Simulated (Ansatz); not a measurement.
InSb (zinc blende)

```
InSb
1.0
    0.00000     3.31730     3.31730
    3.31730     0.00000     3.31730
    3.31730     3.31730     0.00000
Sb In
1 1
Cartesian
  4.97595   4.97595   4.97595
  0.00000   0.00000   0.00000
```

In each cell atom 1 (Sb, nearest neighbour In at 2.873 Å; its periodic images, 4.7 Å or more away, move with it) moves by s·(1.000, 0.000, 0.000) (along Cartesian x), the rest being held.

All values below come from PBE (plane waves to 420 eV, PAW, scalar-relativistic; Ansatz, an electronic-structure program). k mesh 10×10×10 (Γ-centred), Fermi-Dirac smearing 0.05 eV. The energy includes the smearing's −TS. With partly filled bands, energies and forces of such displacements shift with the k mesh and the smearing. At this level the bands of InSb touch or barely overlap; measurements give the solid a gap. InSb was relaxed with its symmetry unable to fall. Spin-orbit coupling is left out, though Sb is heavy. ΔE is measured from the undisplaced structure.

The scan covers s from -0.860 to 0.860 Å in 11 points.

**Question.** Is the energy the same for equal positive and negative displacements?

**Answer.** Even: the same for both signs. With its periodic images moving along, the atom's site symmetry in this cell is -43m.

**Question.** What force acts on the atom along the line at s = -0.860 Å?

**Answer.** 3.23 eV/Å.

**Question.** What is the energy change at s = 0.860 Å?

**Answer.** 1742 meV/cell.

**Question.** What is the force constant k = d²E/ds² of this move at s = 0?

**Answer.** 5.89 eV/Å².

**Question.** With two atoms in the cell this is the zone-centre optical mode. What wavenumber follows?

**Answer.** 165 cm⁻¹.

(A displaced cell: forces are minus the slopes of the energy, force constants its curvatures, and phonons follow from these.)
